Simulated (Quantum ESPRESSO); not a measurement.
## PSi2AlC4 (finding a planted mistake in a log)

A calculation, not a measurement. The program is pw.x of Quantum ESPRESSO 7.5 (plane-wave density functional theory). The cell is made up: 8 atoms on a wurtzite lattice, with randomly drawn elements, strain and displacements, not relaxed. PseudoDojo standard norm-conserving files (v0.5 for PBE, v0.4.1 for LDA and PBEsol) set the functional; there is no spin polarisation, spin-orbit coupling or dispersion term, and the masses in the input are unused placeholders.

Intended input:

```
&control calculation='scf', pseudo_dir='./dojo.nc.sr.pbe.v0_5.standard.upf', outdir='./o', disk_io='medium', tprnfor=.true., tstress=.true. /
&system ibrav=0, nat=8, ntyp=4, nbnd=22, ecutwfc=82.02448710, nosym=.true., tot_charge=0,
 occupations='smearing', smearing='fd', degauss=0.0018374661
/
&electrons conv_thr=7.350e-09, electron_maxstep=60, /
ATOMIC_SPECIES
Al 1.0 Al.upf
C 1.0 C.upf
P 1.0 P.upf
Si 1.0 Si.upf
CELL_PARAMETERS angstrom
3.0818 -0.0406 -0.0561
-0.0704 5.3202 -0.0205
-0.0916 -0.0193 5.0537
ATOMIC_POSITIONS angstrom
P 0.0276 -0.0149 -0.0356
Si 1.4662 2.6507 0.039
Al 1.4526 0.7964 2.4926
Si -0.0997 3.509 2.535
C -0.0563 0.0621 1.8939
C 1.4326 2.5823 1.8873
C 1.4067 0.8482 4.4053
C -0.1026 3.4976 4.4347
K_POINTS automatic
6 4 4 1 1 1
```

The log is shortened where brackets say so; the opening notice, blank lines, dates and the lines on written files are dropped, and the path of the files is cut. It prints rydbergs, bohrs and kilobars, and counts compression as positive stress.

Log of the intended run:

```
     Program PWSCF v.7.5
     Parallel version (MPI & OpenMP), running on       1 processor cores
     Number of MPI processes:                 1
     Threads/MPI process:                     1
     [start-up lines left out]
     bravais-lattice index     =            0
     lattice parameter (alat)  =       5.8252  a.u.
     unit-cell volume          =     558.8718 (a.u.)^3
     number of atoms/cell      =            8
     number of atomic types    =            4
     number of electrons       =        32.00
     number of Kohn-Sham states=           22
     kinetic-energy cutoff     =      82.0245  Ry
     charge density cutoff     =     328.0979  Ry
     scf convergence threshold =      7.3E-09
     mixing beta               =       0.7000
     number of iterations used =            8  plain     mixing
     Exchange-correlation= PBE
                           (   1   4   3   4   0   0   0)
     [axes and pseudopotential details left out]
   Cartesian axes
     site n.     atom                  positions (alat units)
         1        P      tau(   1) = (   0.0089535  -0.0048336  -0.0115488  )
         2        Si     tau(   2) = (   0.4756409   0.8598972   0.0126517  )
         3        Al     tau(   3) = (   0.4712290   0.2583552   0.8086089  )
         4        Si     tau(   4) = (  -0.0323431   1.1383329   0.8223636  )
         5        C      tau(   5) = (  -0.0182639   0.0201455   0.6143884  )
         6        C      tau(   6) = (   0.4647409   0.8377079   0.6122473  )
         7        C      tau(   7) = (   0.4563388   0.2751593   1.4290961  )
         8        C      tau(   8) = (  -0.0332838   1.1346347   1.4386335  )
     number of k points=    48  Fermi-Dirac smearing, width (Ry)=  0.0018
                       cart. coord. in units 2pi/alat
        k(    1) = (   0.0857488   0.0738618   0.0780819), wk =   0.0416667
        k(    2) = (   0.0885339   0.0744865   0.2306259), wk =   0.0416667
     [further k points left out]
     Dense  grid:    56071 G-vectors     FFT dimensions: (  36,  60,  60)
     Estimated max dynamical RAM per process >      66.18 MB
     Initial potential from superposition of free atoms
     starting charge      31.9960, renormalised to      32.0000
     Starting wfcs are   32 randomized atomic wfcs
     total cpu time spent up to now is        6.9 secs
     per-process dynamical memory:    53.3 Mb
     Self-consistent Calculation
     iteration #  1     ecut=    82.02 Ry     beta= 0.70
     Davidson diagonalization with overlap
     ethr =  1.00E-02,  avg # of iterations =  3.4
     total cpu time spent up to now is       20.1 secs
     total energy              =     -82.71449429 Ry
     estimated scf accuracy    <       2.05040114 Ry
     iteration #  2     ecut=    82.02 Ry     beta= 0.70
     Davidson diagonalization with overlap
     ethr =  6.41E-03,  avg # of iterations =  2.4
     total cpu time spent up to now is       31.9 secs
     total energy              =     -82.99163364 Ry
     estimated scf accuracy    <       2.01634504 Ry
     [iterations 3 to 10 left out]
     iteration # 11     ecut=    82.02 Ry     beta= 0.70
     Davidson diagonalization with overlap
     ethr =  1.00E-09,  avg # of iterations =  3.7
     total cpu time spent up to now is      130.0 secs
     total energy              =     -83.52763609 Ry
     estimated scf accuracy    <       0.00000019 Ry
     iteration # 12     ecut=    82.02 Ry     beta= 0.70
     Davidson diagonalization with overlap
     ethr =  6.07E-10,  avg # of iterations =  2.1
     total cpu time spent up to now is      137.8 secs
     End of self-consistent calculation
     [lines on levels left out]
!    total energy              =     -83.52763614 Ry
     estimated scf accuracy    <          7.1E-09 Ry
     smearing contrib. (-TS)   =      -0.00000000 Ry
     internal energy E=F+TS    =     -83.52763614 Ry
     The total energy is F=E-TS. E is the sum of the following terms:
     one-electron contribution =      20.98644501 Ry
     hartree contribution      =       9.86359875 Ry
     xc contribution           =     -30.26867758 Ry
     ewald contribution        =     -84.10900233 Ry
     convergence has been achieved in  12 iterations
     Forces acting on atoms (cartesian axes, Ry/au):
     atom    1 type  3   force =    -0.03497253   -0.00631822    0.12543012
     atom    2 type  4   force =     0.04309588   -0.01937023    0.03141162
     atom    3 type  1   force =     0.05648202    0.04303148   -0.01369807
     atom    4 type  4   force =    -0.00175956    0.02287482   -0.07337784
     atom    5 type  2   force =    -0.04771815   -0.17210223   -0.11759691
     atom    6 type  2   force =     0.00252881    0.10506413   -0.00454548
     atom    7 type  2   force =     0.02750192   -0.03596792    0.05695844
     atom    8 type  2   force =    -0.04515839    0.06278818   -0.00458188
     Total force =     0.315346     Total SCF correction =     0.000090
     Computing stress (Cartesian axis) and pressure
          total   stress  (Ry/bohr**3)                   (kbar)     P=       80.79
   0.00077925   0.00039865   0.00047590          114.63       58.64       70.01
   0.00039865   0.00043371   0.00010060           58.64       63.80       14.80
   0.00047590   0.00010060   0.00043464           70.01       14.80       63.94
     init_run     :      6.64s CPU      6.76s WALL (       1 calls)
     electrons    :    119.08s CPU    130.89s WALL (       1 calls)
     forces       :      1.37s CPU      1.39s WALL (       1 calls)
     stress       :      5.30s CPU      5.34s WALL (       1 calls)
     [timing details left out]
     PWSCF        :   2m12.56s CPU   2m24.63s WALL
     JOB DONE.
```

A second run was made from an input with one planted mistake. Its log:

```
     Program PWSCF v.7.5
     Parallel version (MPI & OpenMP), running on       1 processor cores
     Number of MPI processes:                 1
     Threads/MPI process:                     1
     [start-up lines left out]
     bravais-lattice index     =            0
     lattice parameter (alat)  =       5.8252  a.u.
     unit-cell volume          =     558.8718 (a.u.)^3
     number of atoms/cell      =            8
     number of atomic types    =            4
     number of electrons       =        32.00
     number of Kohn-Sham states=           22
     kinetic-energy cutoff     =      53.3600  Ry
     charge density cutoff     =     213.4401  Ry
     scf convergence threshold =      7.3E-09
     mixing beta               =       0.7000
     number of iterations used =            8  plain     mixing
     Exchange-correlation= PBE
                           (   1   4   3   4   0   0   0)
     [axes and pseudopotential details left out]
   Cartesian axes
     site n.     atom                  positions (alat units)
         1        P      tau(   1) = (   0.0089535  -0.0048336  -0.0115488  )
         2        Si     tau(   2) = (   0.4756409   0.8598972   0.0126517  )
         3        Al     tau(   3) = (   0.4712290   0.2583552   0.8086089  )
         4        Si     tau(   4) = (  -0.0323431   1.1383329   0.8223636  )
         5        C      tau(   5) = (  -0.0182639   0.0201455   0.6143884  )
         6        C      tau(   6) = (   0.4647409   0.8377079   0.6122473  )
         7        C      tau(   7) = (   0.4563388   0.2751593   1.4290961  )
         8        C      tau(   8) = (  -0.0332838   1.1346347   1.4386335  )
     number of k points=    48  Fermi-Dirac smearing, width (Ry)=  0.0018
                       cart. coord. in units 2pi/alat
        k(    1) = (   0.0857488   0.0738618   0.0780819), wk =   0.0416667
        k(    2) = (   0.0885339   0.0744865   0.2306259), wk =   0.0416667
     [further k points left out]
     Dense  grid:    29481 G-vectors     FFT dimensions: (  27,  48,  45)
     Estimated max dynamical RAM per process >      35.79 MB
     Initial potential from superposition of free atoms
     starting charge      31.9960, renormalised to      32.0000
     Starting wfcs are   32 randomized atomic wfcs
     total cpu time spent up to now is        5.6 secs
     per-process dynamical memory:    31.1 Mb
     Self-consistent Calculation
     iteration #  1     ecut=    53.36 Ry     beta= 0.70
     Davidson diagonalization with overlap
     ethr =  1.00E-02,  avg # of iterations =  3.4
     total cpu time spent up to now is       12.1 secs
     total energy              =     -82.70395691 Ry
     estimated scf accuracy    <       2.00504996 Ry
     iteration #  2     ecut=    53.36 Ry     beta= 0.70
     Davidson diagonalization with overlap
     ethr =  6.27E-03,  avg # of iterations =  2.4
     total cpu time spent up to now is       16.9 secs
     total energy              =     -82.97095113 Ry
     estimated scf accuracy    <       1.95899160 Ry
     [iterations 3 to 10 left out]
     iteration # 11     ecut=    53.36 Ry     beta= 0.70
     Davidson diagonalization with overlap
     ethr =  8.67E-10,  avg # of iterations =  3.8
     total cpu time spent up to now is       68.4 secs
     total energy              =     -83.49412879 Ry
     estimated scf accuracy    <       0.00000017 Ry
     iteration # 12     ecut=    53.36 Ry     beta= 0.70
     Davidson diagonalization with overlap
     ethr =  5.46E-10,  avg # of iterations =  2.1
     total cpu time spent up to now is       75.7 secs
     End of self-consistent calculation
     [lines on levels left out]
!    total energy              =     -83.49412884 Ry
     estimated scf accuracy    <          7.3E-09 Ry
     smearing contrib. (-TS)   =      -0.00000000 Ry
     internal energy E=F+TS    =     -83.49412884 Ry
     The total energy is F=E-TS. E is the sum of the following terms:
     one-electron contribution =      21.03139866 Ry
     hartree contribution      =       9.83774611 Ry
     xc contribution           =     -30.25427128 Ry
     ewald contribution        =     -84.10900233 Ry
     convergence has been achieved in  12 iterations
     Forces acting on atoms (cartesian axes, Ry/au):
     atom    1 type  3   force =    -0.03498785   -0.00646731    0.12563213
     atom    2 type  4   force =     0.04316630   -0.01926491    0.03153146
     atom    3 type  1   force =     0.05657935    0.04295911   -0.01376905
     atom    4 type  4   force =    -0.00173690    0.02303869   -0.07346172
     atom    5 type  2   force =    -0.04795145   -0.17223137   -0.11778565
     atom    6 type  2   force =     0.00261841    0.10505464   -0.00439778
     atom    7 type  2   force =     0.02754150   -0.03586537    0.05690071
     atom    8 type  2   force =    -0.04522935    0.06277653   -0.00465010
     Total force =     0.315650     Total SCF correction =     0.000097
     Computing stress (Cartesian axis) and pressure
          total   stress  (Ry/bohr**3)                   (kbar)     P=       41.80
   0.00051401   0.00039799   0.00047519           75.61       58.55       69.90
   0.00039799   0.00016791   0.00010057           58.55       24.70       14.79
   0.00047519   0.00010057   0.00017052           69.90       14.79       25.08
     init_run     :      3.35s CPU      5.48s WALL (       1 calls)
     electrons    :     62.68s CPU     70.10s WALL (       1 calls)
     forces       :      0.61s CPU      0.62s WALL (       1 calls)
     stress       :      2.26s CPU      2.28s WALL (       1 calls)
     [timing details left out]
     PWSCF        :   1m 9.06s CPU   1m18.89s WALL
     JOB DONE.
```

Question: what was wrong in the second input?

Answer: the plane-wave cutoff is too low. The input lines that differ, file-writing options aside:

```
- &system ibrav=0, nat=8, ntyp=4, nbnd=22, ecutwfc=82.02448710, nosym=.true., tot_charge=0,
+ &system ibrav=0, nat=8, ntyp=4, nbnd=22, ecutwfc=53.36001580, nosym=.true., tot_charge=0,
```

```
                                            intended run  run with the mistake
                          free energy (eV)     -1136.451             -1135.995
                    smearing term -TS (eV)        0.0000                0.0000
                            pressure (GPa)          8.08                  4.18
            largest force component (eV/Å)         4.425                 4.428
largest change of a force component (eV/Å)                               0.006
                                iterations            12                    12
```

For scale, a rerun of the intended cell at 1347 eV and a 8 x 6 x 6 mesh moved values by no more than 0.003 eV in energy, 0.15 GPa in stress and 0.007 eV/Å in force.